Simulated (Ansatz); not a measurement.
TaAl:
```
TaAl
1.0
    2.82199     0.00000     0.00000
    0.00000     2.82199     0.00000
    0.00000     0.00000     4.15950
Ta Al
1 1
Direct
  0.00000   0.00000   0.00000
  0.50000   0.50000   0.50000
```

Relaxed with r²SCAN.

Problem. Map the electron localisation function on the plane through (0.000, 0.000, 0.000) spanned by u = [1, 0, 0] and v = [0, 1, 1] in lattice vectors, from plane-wave PAW r²SCAN (Ansatz code).

Solution. x is the fraction of u, y of v (the angle between them is 90°; rows are the nearest grid lines); atoms in the plane: Ta at (0.00, 0.00), Al at (0.50, 0.50).
```
|01699744544799610|
|13899644544699831|
|88997434543479988|
|99974234543247999|
|77531235653213577|
|32211356765311223|
|34456778887765443|
|66667777777776666|
|77777654345677777|
|77775310001357777|
|77764100000146777|
|77752002720025777|
|77752002720025777|
|77764100000146777|
|77775310001357777|
|77777654345677777|
|66667777777776666|
|34456778887765443|
|32211356765311223|
|77531235653213577|
|99974234543247999|
|88997434543479988|
|13899644544699831|
|01699744544799610|
```
Scale: ten equal steps from 0.019 (start of '0') to 0.777 (end of '9'), in the order '0123456789'; x runs from 0.000 to 1.00, y from 0.000 (bottom) to 1.00 (top).

The density is the valence pseudo-density with augmentation charge, so density and ELF within about 1 Å of a nucleus are not all-electron values.

Space group P4/mmm (L1₀ or tetragonal B2). The start of the workflow was typed in or built on a structure type; neither database checked (COD, Materials Project) lists it. Whether it is the stable phase at ambient conditions was not checked. The r²SCAN relaxation kept the symmetry of its start; its stability against distortions is not shown here. No spin polarisation was allowed. Scalar-relativistic: spin–orbit coupling is off unless named, which matters more the heavier the elements.

Potentials: the earlier of the program's two PAW sets.
